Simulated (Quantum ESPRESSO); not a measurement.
## Ta2W2GaHfTi2 (a curve over strain)

Simulated, not a measurement. The program is pw.x of Quantum ESPRESSO 7.5 (plane-wave density functional theory). The cell is made up: eight metal atoms on a face-centred cubic lattice, with elements, volume, strain and displacements drawn at random and not relaxed, so it may be unstable or far from any real phase. PseudoDojo standard norm-conserving files set the functional (PBE unless stated); there is no spin polarisation or spin-orbit coupling, the Fermi-Dirac width of 0.25 eV means electrons at about 2900 K, and the masses in the input are unused placeholders. Heavy elements are run without spin-orbit coupling, which real alloys of them have. A spin test at this wide smearing found no moment, but such smearing suppresses magnetism that the real alloy may have.

Seven runs add a strain to one cell (uniform); the atoms follow the cell and are not relaxed. Stress in the table is positive in tension.

Input of the run at -0.0089:

```
&control calculation='scf', pseudo_dir='./dojo.nc.sr.pbe.v0_5.standard.upf', outdir='./o', disk_io='minimal', tprnfor=.true., tstress=.true. /
&system ibrav=0, nat=8, ntyp=5, nbnd=69, ecutwfc=84.00895049, nosym=.true., tot_charge=0,
 occupations='smearing', smearing='fd', degauss=0.0183746611
/
&electrons conv_thr=1.470e-08, electron_maxstep=70, mixing_beta=0.5 /
ATOMIC_SPECIES
Ga 1.0 Ga.upf
Hf 1.0 Hf.upf
Ta 1.0 Ta.upf
Ti 1.0 Ti.upf
W 1.0 W.upf
CELL_PARAMETERS angstrom
-4.0035 0.0007 -0.0158
-2.0089 -4.0794 -2.0074
-1.9774 -4.1459 6.1237
ATOMIC_POSITIONS angstrom
Ta -0.0581 -0.0301 0.0813
W -1.9517 -4.1178 2.0212
W -2.0298 -2.1159 0.0552
Ga -3.9292 -6.1527 1.9934
Hf -4.0113 -4.1398 4.1259
Ti -3.9955 -4.0393 0.073
Ta -4.0174 -2.0388 2.0802
Ti -6.0294 -6.1563 4.0928
K_POINTS automatic
7 5 3 1 1 1
```

| added strain | free energy less that of the input shown (eV) | stress xx (GPa) | stress yy (GPa) | stress zz (GPa) | stress xy (GPa) | pressure (GPa) | iterations |
| --- | --- | --- | --- | --- | --- | --- | --- |
| -0.0168 | 0.2682 | -15.11 | -15.94 | -17.56 | 0.63 | 16.21 | 17 |
| -0.0142 | 0.1693 | -13.40 | -14.20 | -15.77 | 0.63 | 14.46 | 17 |
| -0.0115 | 0.0777 | -11.67 | -12.45 | -13.97 | 0.63 | 12.69 | 17 |
| -0.0089 | 0.0000 | -10.05 | -10.81 | -12.28 | 0.63 | 11.05 | 17 |
| +0.0197 | -0.2244 | 4.68 | 4.13 | 3.16 | 0.61 | -3.99 | 18 |
| +0.0244 | -0.1616 | 6.63 | 6.11 | 5.21 | 0.61 | -5.98 | 18 |

Question: one run is left out of the table, at +0.0158. Estimate its stress xx (GPa).

Answer: 2.97. The whole row:

| added strain | free energy less that of the input shown (eV) | stress xx (GPa) | stress yy (GPa) | stress zz (GPa) | stress xy (GPa) | pressure (GPa) | iterations |
| --- | --- | --- | --- | --- | --- | --- | --- |
| +0.0158 | -0.2567 | 2.97 | 2.39 | 1.36 | 0.61 | -2.24 | 18 |

A cubic fit gives a slope of stress xx against the added strain of 549 GPa at zero added strain, with the atoms clamped. Across the table the energy follows the integral of volume times stress to 1.1 meV. A rerun of one of the cells at a higher cutoff and on a denser mesh moved values by no more than 0.004 eV in energy, 0.02 GPa in stress and 0.004 eV/Å in force, and a second program with other atomic files agreed on that cell to 2 % rms in force and 0.5 GPa in pressure.